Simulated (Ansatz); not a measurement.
According to r²SCAN+D4 (plane waves, PAW; program Ansatz), O in the α-O2 structure (C2/m) relaxes to a = 4.549 Å, b = 3.438 Å, c = 4.344 Å, β = 120.2°.

It is gapped at this level: 2.62 eV (smallest direct gap 2.65 eV). The magnetic state found is antiferromagnetic.

Symmetry was held in the r²SCAN+D4 relaxation, as lowered by the spin order. Magnetic state: antiferromagnetic, chosen from 5 collinear starts compared on coarse meshes (ties went to the first, and starts can fall back to one state), not a proven ground state. Textbook magnetic order: antiferromagnetic. The substance is a gas or liquid at ambient conditions; this is its low-temperature solid. Other orbital occupations within this spin state were not tried. No Hubbard U is applied.

Potentials: the earlier of the program's two PAW sets.
